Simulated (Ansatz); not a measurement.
BaTiO₃:
```
CELL_PARAMETERS angstrom
      3.99407     0.00000     0.00000
      0.00000     3.99407     0.00000
      0.00000     0.00000     3.99407
ATOMIC_POSITIONS crystal
  Ba 0.00000 0.00000 0.00000
  Ti 0.50000 0.50000 0.50000
  O  0.00000 0.50000 0.50000
  O  0.50000 0.50000 0.00000
  O  0.50000 0.00000 0.50000
```

Relaxed with r²SCAN. Special points in fractions of this cell's reciprocal vectors: Γ (0.000, 0.000, 0.000); X (0.000, 0.500, 0.000); M (0.500, 0.500, 0.000); R (0.500, 0.500, 0.500).

List the band energies nearest the valence-band maximum at these points for r²SCAN with spin–orbit coupling in the plane-wave PAW code Ansatz.

In eV from the valence-band maximum; about four levels below and three above (degenerate sets whole), none deeper than 8.9 eV; points with the same levels are listed once.

```json
[
 {"k": "Γ", "below": "-0.07 -0.07 -0.07 -0.07", "above": "2.16 2.16 2.16 2.16"},
 {"k": "X", "below": "-0.72 -0.72 -0.69 -0.69", "above": "2.29 2.29 3.87 3.87"},
 {"k": "M", "below": "-0.78 -0.78 -0.06 -0.06", "above": "3.89 3.89 3.91 3.91"},
 {"k": "R", "below": "0.00 0.00 0.00 0.00", "above": "4.58 4.58 4.58 4.58"}
]
```

Space group Pm-3m (cubic perovskite). This is a known high-temperature phase of the composition, computed here at zero pressure and temperature. The cell was relaxed with r²SCAN under the symmetry of its start. At this level the phase is dynamically unstable (imaginary phonons). The run is not spin-polarised.

Potentials: the later of the program's two PAW sets.
